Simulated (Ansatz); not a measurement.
Ansatz input

```yaml
crystal:
  lattice:
    - [2.3821276469, 0.0, 0.0]
    - [-1.1910638235, 2.0629830573, 0.0]
    - [0.0, 0.0, 7.8061143359]
  atoms:
    - { symbol: Fe, position: [0.0, 0.0, 0.0], spin: 1.44 }
    - { symbol: Fe, position: [0.0, 0.0, 0.5], spin: -1.095 }
    - { symbol: Fe, position: [0.3333333333, 0.6666666667, 0.25], spin: -0.94 }
    - { symbol: Fe, position: [0.6666666667, 0.3333333333, 0.75], spin: -0.94 }
hamiltonian:
  xc: blyp
  pseudopotentials:
    kind: paw
    azcp:
      Fe: "pseudopotentials/Fe.paw.azcp"
basis:
  ecutwfc: 420
  fft_grid_basis: typed
kpoints:
  mp_grid: { grid: [16, 16, 5], shift: [0, 0, 0] }
magnetization:
  spin_polarized: true
scf:
  occupations: { method: fermi_dirac, width: 0.05 }
  lower_state_search: "off"
output:
  stress: true
```

and its output:

```
Engine: ansatz 0.2.0, aarch64-unknown-linux-gnu
Pseudopotentials: kind: paw
Pseudopotential: Fe, paw, valence charge 16, recommended cutoff 420 eV (normal) 
Functional definition: BLYP
  parameter beta = 0.0042
  parameter a = 0.04918
  parameter b = 0.132
  parameter c = 0.2533
  parameter d = 0.349
  exchange = b88_x(beta = beta)
  correlation = lyp_c(a = a, b = b, c = c, d = d)
Crystal: 4 atoms, lattice volume = 38.362 Å³
Basis set: ecut = 420 eV, 723 PW (Γ), exchange–correlation on 32×32×108 points (8 copies of the dense FFT grid, shifted against one another)
Bands: 42, of which v1, the nominal top of the filled ones, is band 32 counted from 1 (31 counted from 0)
Symmetry: 12 space group operations
Space group: P-3m1 (ITA 164), of the structure as read, at distance tolerance 3.4e-5 Å
Magnetic group: BNS 164.85 (UNI 1315), of the structure as read, at distance tolerance 3.4e-5 Å
k-points: 132 of 1280
Non-local potential: Fe, projectors of the file, l = 0: 3, l = 1: 2, l = 2: 3, l = 3: 1
PAW form: soft (Blöchl's): semilocal exchange-correlation on the pseudo side does not see the compensation charge
PAW frozen core: Fe, regenerated for the run's functional, and the local potential with it (the file was generated under x = pbe(κ = 0.804, μ = 0.2195149727645171), c = pbe(β = 0.06672455060314922))
PAW one-centre angular grid: Fe, 590 points (default); XC on 64 Gauss nodes
Initial density: superposition of atomic densities (chi_scale 0.1, normalization cell)
Starting moments: Σ|m| = 4.415 μB on 4 of 4 sites
Initial wavefunctions: pseudopotential atomic-orbital guess
Functional: x = b88, c = lyp
SCF iter   1: F=—  HF=-17952.119466 eV  |F-HF|=—  |Δ(HF+E_count)|=         —  Δρ=6.43e-2 (↑5.58e-2 ↓6.43e-2)  dr2=2.28e0  dr2_m=3.89e-1  M=-1.068 μB ∫|m|=3.106 μB  β_m=0.30  ethr=3.10e-3  ⟨swp⟩=5.4  Hψ=36026  notcnv=0  defer=49
SCF iter   2: F=—  HF=-17951.696087 eV  |F-HF|=—  |Δ(HF+E_count)|=   4.23e-1  Δρ=4.34e-2 (↑2.22e-2 ↓4.34e-2)  dr2=7.04e-1  dr2_m=2.16e-1  M=-1.072 μB ∫|m|=3.058 μB  β_m=0.30  ethr=3.10e-3  ⟨swp⟩=2.8  Hψ=15676  notcnv=0  defer=316
SCF iter   3: F=—  HF=-17953.072541 eV  |F-HF|=—  |Δ(HF+E_count)|=    1.38e0  Δρ=1.64e-1 (↑1.64e-1 ↓1.31e-1)  dr2=8.39e1  dr2_m=1.56e-1  M=-1.315 μB ∫|m|=3.246 μB  β_m=0.30  ethr=1.10e-3  ⟨swp⟩=3.2  Hψ=18986  notcnv=0  defer=314
...
SCF iter  37: F=—  HF=-17951.587769 eV  |F-HF|=—  |Δ(HF+E_count)|=   1.82e-6  Δρ=5.64e-5 (↑5.64e-5 ↓2.72e-5)  dr2=3.77e-6  dr2_m=5.39e-7  M=-0.505 μB ∫|m|=1.284 μB  β_m=0.41  ethr=1.34e-10  ⟨swp⟩=3.1  Hψ=23730  notcnv=0  defer=264  recentre
SCF iter  38: F=—  HF=-17951.587769 eV  |F-HF|=—  |Δ(HF+E_count)|=   2.34e-8  Δρ=8.26e-5 (↑8.26e-5 ↓2.29e-5)  dr2=6.53e-6  dr2_m=3.72e-7  M=-0.513 μB ∫|m|=1.294 μB  β_m=0.05  ethr=1.34e-10  ⟨swp⟩=3.0  Hψ=23304  notcnv=0  defer=264
SCF iter  39: F=—  HF=-17951.587770 eV  |F-HF|=—  |Δ(HF+E_count)|=   4.73e-7  Δρ=3.77e-5 (↑3.77e-5 ↓2.43e-5)  dr2=1.52e-7  dr2_m=3.28e-7  M=-0.512 μB ∫|m|=1.296 μB  β_m=0.14  ethr=1.34e-10  ⟨swp⟩=2.5  Hψ=20595  notcnv=0  defer=260
SCF iter  40: F=—  HF=-17951.587772 eV  |F-HF|=—  |Δ(HF+E_count)|=   2.07e-6  Δρ=2.78e-5 (↑2.78e-5 ↓2.63e-5)  dr2=5.92e-8  dr2_m=2.52e-7  M=-0.501 μB ∫|m|=1.294 μB  β_m=0.68  ethr=1.34e-10  ⟨swp⟩=5.3  Hψ=45163  notcnv=0
SCF iter  41: F=—  HF=-17951.587774 eV  |F-HF|=—  |Δ(HF+E_count)|=   2.15e-6  Δρ=3.28e-5 (↑3.28e-5 ↓2.67e-5)  dr2=9.40e-7  dr2_m=2.53e-7  M=-0.481 μB ∫|m|=1.293 μB  β_m=0.84  ethr=9.26e-11  ⟨swp⟩=5.7  Hψ=48815  notcnv=0  recentre
SCF iter  42: F=—  HF=-17951.587773 eV  |F-HF|=—  |Δ(HF+E_count)|=   3.22e-7  Δρ=3.07e-5 (↑3.07e-5 ↓1.93e-5)  dr2=2.57e-7  dr2_m=1.85e-7  M=-0.487 μB ∫|m|=1.292 μB  β_m=0.92  ethr=9.26e-11  ⟨swp⟩=3.0  Hψ=24260  notcnv=0  defer=257
SCF iter  43: F=—  HF=-17951.587775 eV  |F-HF|=—  |Δ(HF+E_count)|=   1.29e-6  Δρ=1.07e-4 (↑6.10e-5 ↓1.07e-4)  dr2=1.48e-5  dr2_m=2.46e-7  M=-0.473 μB ∫|m|=1.282 μB  β_m=0.44  ethr=9.26e-11  ⟨swp⟩=3.6  Hψ=26599  notcnv=0  defer=257  recentre
SCF iter  44: F=—  HF=-17951.587774 eV  |F-HF|=—  |Δ(HF+E_count)|=   4.30e-7  Δρ=2.12e-5 (↑2.12e-5 ↓1.87e-5)  dr2=1.01e-7  dr2_m=1.22e-7  M=-0.473 μB ∫|m|=1.280 μB  β_m=0.86  ethr=9.26e-11  ⟨swp⟩=2.6  Hψ=21373  notcnv=0  defer=257
SCF iter  45: F=—  HF=-17951.587775 eV  |F-HF|=—  |Δ(HF+E_count)|=   5.75e-7  Δρ=1.14e-5 (↑1.02e-5 ↓1.14e-5)  dr2=4.60e-7  dr2_m=6.67e-9  M=-0.459 μB ∫|m|=1.270 μB  β_m=0.80  ethr=9.26e-11  ⟨swp⟩=5.5  Hψ=46140  notcnv=0
SCF iter  46: F=—  HF=-17951.587775 eV  |F-HF|=—  |Δ(HF+E_count)|=   3.23e-8  Δρ=1.23e-5 (↑8.60e-6 ↓1.23e-5)  dr2=7.68e-7  dr2_m=2.22e-9  M=-0.456 μB ∫|m|=1.267 μB  β_m=0.58  ethr=9.26e-11  ⟨swp⟩=2.7  Hψ=21476  notcnv=0  defer=257
SCF iter  47: F=—  HF=-17951.587775 eV  |F-HF|=—  |Δ(HF+E_count)|=   1.04e-8  Δρ=7.98e-6 (↑5.94e-6 ↓7.98e-6)  dr2=1.35e-7  dr2_m=9.63e-10  M=-0.457 μB ∫|m|=1.269 μB  β_m=0.47  ethr=9.26e-11  ⟨swp⟩=2.1  Hψ=16454  notcnv=0  defer=257
SCF iter  48: F=-17951.587775 eV  HF=-17951.587775 eV  |F-HF|=3.42e-8  |Δ(HF+E_count)|=  1.93e-10  Δρ=3.94e-6 (↑3.94e-6 ↓3.54e-6)  dr2=3.56e-8  dr2_m=6.81e-10  M=-0.458 μB ∫|m|=1.270 μB  ethr=9.26e-11  ⟨swp⟩=3.9  Hψ=32015  notcnv=0
SCF 1 converged in 48 iterations: F = -17951.587775 eV  dr2 = 3.56e-8
SCF converged after 48 iterations
Magnetization: -0.4580 μB (31.7710 up, 32.2290 down)
Absolute magnetization: 1.2701 μB (∫|ρ↑−ρ↓|, with the PAW one-centre terms)
Spin contamination: 0.1961 ħ² per cell (⟨S²⟩ above its minimum at these occupations)
Per-site moments (μB) at R_I (Å): [(0.38630459228499175, 0.9826276543527642), (-0.3632875248970398, 0.9826276543527642), (-0.24137083376430502, 0.9826276543527642), (-0.2413708337643046, 0.9826276543527642)]
Free energy (F): -17951.587775 eV
Harris-Foulkes:  -17951.587775 eV  (|F-HF|=3.42e-8)
Internal energy: -17951.534796 eV  (E = F + TS)
E sigma→0 (E₀):  -17951.561285 eV
Entropy (-TS):   -0.052979 eV (-13.245 meV/atom)
Fermi energy:    23.129564 eV
--- Per-component energies (eV) ---
  E_band       = -576.804380
  E_kinetic    = 1433.919098
  E_local      = -7413.283018  (includes V_loc(G=0)·N_el)
  E_nonlocal   = 849.357274
  E_hartree    = 3171.333284
  E_xc         = -473.359803
  E_vxc        = -608.961744  (∫ρ·V_xc dr)
  E_paw        = -5497.095288  (= ΣΔE_a)
  E_vpaw       = -1180.504104  (= ΣTr[D̂ρ^β])
  E_aug_tail   = 0.004016  (compensation charges beyond the density's cutoff)
  E_ewald      = -10022.450155
  E_core_change = 0.039797  (= ΣΔE_core)
  E_smearing   = -0.052979  (= −TS)
  E_closure    = 0.000000  (closes the sum)
  Σ components = -17951.587775   (vs F -17951.587775, Δ=0.00e0)
--- Stress (GPa, compression-positive) ---
       38.032921       0.000000       0.000000
        0.000000      38.032921      -0.000000
       -0.000000      -0.000000      29.241270
  P = ⅓ Tr σ = 35.1024 GPa (351.024 kbar)
```
